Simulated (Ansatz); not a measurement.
The calculation used Ansatz 0.2.0, DFT PBE, scalar-relativistic, plane waves, PAW. All cells share a 420 eV cutoff and Γ-centred k meshes spaced at most about 0.3 Å⁻¹ (about 0.25 or finer for metals, 2π included). No spin polarisation in the final relaxations.

Temperature and zero-point effects are left out. All come from trial cells, and lower structures may exist.

Question: Order these relaxed structures of BP4 by energy, lowest first, with the energy over the lowest of them.
1.

```
CELL_PARAMETERS angstrom
3.17160 0.00000 0.00000
-1.58580 2.74669 0.00000
0.00000 0.00000 11.03208
ATOMIC_POSITIONS crystal
B 0.66667 0.33333 0.50000
P 0.33333 0.66667 0.14127
P 0.33333 0.66667 0.85873
P 0.00000 0.00000 0.50000
P 0.66667 0.33333 0.00000
```

2.

```
CELL_PARAMETERS angstrom
4.16053 0.00000 0.00000
0.00000 4.16053 0.00000
0.00000 0.00000 5.17554
ATOMIC_POSITIONS crystal
B 0.50000 0.50000 0.00000
P 0.50000 0.00000 0.00000
P 0.00000 0.50000 0.00000
P 0.00000 0.00000 0.23438
P 0.00000 0.00000 0.76562
```

3.

```
CELL_PARAMETERS angstrom
-2.45778 2.45778 3.23592
2.45778 -2.45778 3.23592
2.45778 2.45778 -3.23592
ATOMIC_POSITIONS crystal
B 0.00000 0.00000 0.00000
P 0.28254 0.28254 0.00000
P 0.71746 0.71746 0.00000
P 0.75000 0.25000 0.50000
P 0.25000 0.75000 0.50000
```

4.

```
CELL_PARAMETERS angstrom
3.18971 0.00000 0.00000
-1.59485 2.76237 0.00000
0.00000 0.00000 7.78289
ATOMIC_POSITIONS crystal
B 0.00000 0.00000 0.00000
P 0.33333 0.66667 0.85636
P 0.33333 0.66667 0.41242
P 0.66667 0.33333 0.14364
P 0.66667 0.33333 0.58758
```

Answer: 1 (0 meV/atom), 4 (21 meV/atom), 2 (183 meV/atom), 3 (206 meV/atom). Forms: 1 P-6m2; 4 P-3m1; 2 P4/mmm; 3 I4/mmm. Counting P atoms around B (those within 1.25 times the shortest such distance or 1.15 times the sum of covalent radii, 1.27 where that leaves under three): cell 1 has B 3; cell 4 has B 6; cell 2 has B 4; cell 3 has B 2. Cell 1 holds P–P nets (shortest 2.40 Å); cell 4 holds P–P nets (shortest 2.29 Å); cell 2 holds P–P nets (shortest 2.41 Å) (bonds between like non-metal atoms; other contacts aren't counted). Even the lowest lies +0.41 eV/atom against the elements.

No dispersion correction is applied, so the spacing and binding between layers, chains or molecules are poorly described (P-6m2, P-3m1, P4/mmm), and this can change margins and order among such cells. In P-6m2, P-3m1, P4/mmm, I4/mmm an odd number of electrons in the primitive cell allows no gap without spin; a larger cell or a magnetic state could open one. A magnetic state wasn't ruled out in cells without spin, among them P-6m2, P-3m1, P4/mmm, I4/mmm. Cells relaxed within their symmetry can be saddle points. Some structure types and database cells were kept out of the candidates from the start, so a known form may be missing.
